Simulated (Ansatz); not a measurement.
SiC:
```xyz
4
Lattice="3.0753 0.0000 0.0000 -1.5377 2.6633 0.0000 0.0000 0.0000 5.0482" Properties=species:S:1:pos:R:3 pbc="T T T"
Si     1.5377     0.8878     0.0025
Si     0.0000     1.7755     2.5266
C      1.5377     0.8878     3.1536
C      0.0000     1.7755     0.6295
```

This is the r²SCAN-relaxed structure. x, y and z are the axes in which the lattice vectors are written.

Q: All from the program Ansatz at the r²SCAN level (PAW), unless another level is named. Estimate the piezoelectric stress constants (proper, relaxed ions, C/m²).

A: e31 = e32 = 0.13, e33 = -0.32.

Q: What about the highest zone-centre frequency (without LO–TO term)?

A: 846 cm⁻¹.

Q: What about the vibrational entropy at 300 K?

A: 8.2 J/(K·mol of atoms).

Q: Give the zero-point energy.

A: 111.9 meV/atom.

Q: What about the bulk modulus (Birch–Murnaghan fit)?

A: 228 GPa.

Space group P6_3mc (wurtzite). The r²SCAN relaxation kept the symmetry of its start; phonons on a q-mesh show no instability.

Potentials: the later of the program's two PAW sets.
